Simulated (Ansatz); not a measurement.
## Is this BeZn3Te4 structure a true minimum?

It was reached by relaxing an invented guess, and it needn't be the stable form of this composition.

Computed with Ansatz 0.2.0, DFT PBE, scalar-relativistic, plane waves, PAW. Cutoff 420 eV; k points 4×4×4 on the computed 16-atom cell (Γ-centred); Gaussian smearing, width 0.02 eV; no spin polarisation.

The cell below (16 atoms, space group Pmn2_1 (No. 31)) is relaxed within its symmetry.

```xyz
16
Lattice="8.5268 0.0000 0.0000 0.0000 7.3824 0.0000 0.0000 0.0000 7.0237" Properties=species:S:1:pos:R:3 pbc="T T T"
Be    4.2634    1.2482    3.5064
Be    0.0000    6.1342    7.0182
Zn    0.0000    1.1799    3.5143
Zn    6.4044    2.4414    0.0123
Zn    2.1225    2.4414    0.0123
Zn    4.2634    6.2025    0.0025
Zn    2.1410    4.9410    3.5241
Zn    6.3859    4.9410    3.5241
Te    2.2442    2.4054    2.6841
Te    6.2826    2.4054    2.6841
Te    0.0000    1.0692    6.1909
Te    4.2634    1.2720    5.9785
Te    6.5076    4.9770    6.1959
Te    2.0192    4.9770    6.1959
Te    0.0000    6.1104    2.4667
Te    4.2634    6.3132    2.6790
```

For the test it was strained at random (σ = 1.5 % a component), the atoms were moved at random (σ = 0.05 Å), and all was relaxed again on a coarse 2×2×2 mesh (in the run’s order of axes) with 0.10 eV smearing, with no symmetry imposed.

These runs have no spin–orbit coupling, which can matter for Te.

Question: Is the structure stable against such a distortion?

Answer: It returns, within 1 meV/atom of the unmoved cell on that mesh and with the same symmetry when read at 0.1 Å. No instability shows in this cell; modes of other wave vectors, which need another repeat, aren't tested.
